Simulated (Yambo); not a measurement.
G0W0@LDA for Ba$_{2}$MoCdO$_{6}$ (space group Fm-3m, No. 225) in Yambo (2×2×2 mesh, 8 Ry block, plasmon pole, screening fixed), without a terminator:

```csv
bands N in G,gap L → X (eV),shift of the valence edge (eV)
119,3.840,0.306
194,3.769,-0.032
296,3.736,-0.226
```

Extrapolate both columns to infinite N with E(N) = E∞ + A/N, test the form, and compare with the terminator.

From two points, E∞ = (N2 E2 − N1 E1)/(N2 − N1). The two largest N give 3.67 eV for the gap and -0.59 eV for the shift; the two smallest give 3.66 eV and -0.57 eV. For the gap the slopes A are 22 and 19 eV: the 1/N form holds. For the shift the slopes A are 100 and 110 eV: the 1/N form holds. With the Bruneval-Gonze terminator and 296 bands the run gives 3.75 eV and -0.46 eV, 0.08 eV and 0.13 eV from the extrapolated values: the terminator too is an estimate of the remainder. Block, mesh and the bands in W are held fixed. In the run with 296 bands and a 8 Ry block, which covers more k points, the smallest G0W0 gap is 3.67 eV, Γ → X.

Spin-orbit coupling is not included.

Geometry of the Materials Project entry, not relaxed at this level; primitive cell a = b = c = 5.9926 Å, α = β = γ = 60.00°.

The structure is a Materials Project entry; no match was found in the copy of COD used, and its stability was not checked.

A shift is the quasiparticle energy of the state minus its LDA energy.
